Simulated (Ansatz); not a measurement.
**Guessed and relaxed cells of FeRuC₄N₄**

Recipe of this trial structure of FeRuC₄N₄: two interpenetrating cyanide-bridged diamond nets (P-43m, No. 215). Lengths were set from tabulated atomic sizes, so they are only a guess.

start.cif

```cif
data_structure
_symmetry_space_group_name_H-M 'P-43m'
_symmetry_Int_Tables_number 215
_cell_length_a 5.8844
_cell_length_b 5.8844
_cell_length_c 5.8844
_cell_angle_alpha 90.000
_cell_angle_beta 90.000
_cell_angle_gamma 90.000
_cell_volume 203.75
loop_
_atom_site_label
_atom_site_type_symbol
_atom_site_symmetry_multiplicity
_atom_site_Wyckoff_symbol
_atom_site_fract_x
_atom_site_fract_y
_atom_site_fract_z
_atom_site_occupancy
Fe1 Fe 1 b 0.50000 0.50000 0.50000 1
Ru1 Ru 1 a 0.00000 0.00000 0.00000 1
C1 C 4 e 0.18603 0.18603 0.18603 1
N1 N 4 e 0.30082 0.30082 0.30082 1
```

Method: DFT PBE, scalar-relativistic, plane waves, PAW in Ansatz. Cutoff 420 eV, Gaussian smearing, Γ-centred meshes. Cell and atoms relax first on a coarse mesh and then on a converged one. In between, the cell is made exact in the group found at 0.06 Å. The steps can't lower the symmetry of their start. Collinear spin, starting moments Fe 4.0; Ru 1.0 μB.

end.cif

```cif
data_structure
_symmetry_space_group_name_H-M 'P-43m'
_symmetry_Int_Tables_number 215
_cell_length_a 5.7975
_cell_length_b 5.7975
_cell_length_c 5.7975
_cell_angle_alpha 90.000
_cell_angle_beta 90.000
_cell_angle_gamma 90.000
_cell_volume 194.85
loop_
_atom_site_label
_atom_site_type_symbol
_atom_site_symmetry_multiplicity
_atom_site_Wyckoff_symbol
_atom_site_fract_x
_atom_site_fract_y
_atom_site_fract_z
_atom_site_occupancy
Fe1 Fe 1 b 0.50000 0.50000 0.50000 1
Ru1 Ru 1 a 0.00000 0.00000 0.00000 1
C1 C 4 e 0.19273 0.19273 0.19273 1
N1 N 4 e 0.31090 0.31090 0.31090 1
```

The symmetry stays P-43m (No. 215). The volume per atom shrinks by 4.4 %, from 20.4 to 19.5 Å³. The shortest distance goes from 1.17 Å (C–N) to 1.19 Å (C–N). The energy falls by about 0.05 eV/atom (the start's value is from the coarse mesh).

```
Volume per atom                           : 19.49 Å³
Density                                   : 2.22 g/cm³
Energy over the elements                  : +0.497 eV/atom
Gap on the 6×6×6 mesh of the 10-atom cell : 0.15 eV
Net moment per atom                       : 0.20 μB
Moment by site                            : Fe 3.0; Ru -0.5 μB
```

Formation energies are uncorrected and refer to the elements' standard structures at the same level (N₂ as a molecule). A positive value: parting into the elements would lower its energy.

The last run used collinear spin and Gaussian smearing of 0.01 eV. Kohn–Sham gaps at this level usually fall short of measured ones. The reference form of C is held partly by dispersion forces, which this level lacks. The magnetic state reached may not be the lowest. Small gaps are read on the mesh alone, and bands can cross between its points. A structure relaxed within its symmetry needn't be a true minimum. In all, the 3 runs took 5 min on 1 thread of Arm Neoverse V2, with other jobs on the host. Site moments count only spheres around the atoms; the net moment includes the space between them.
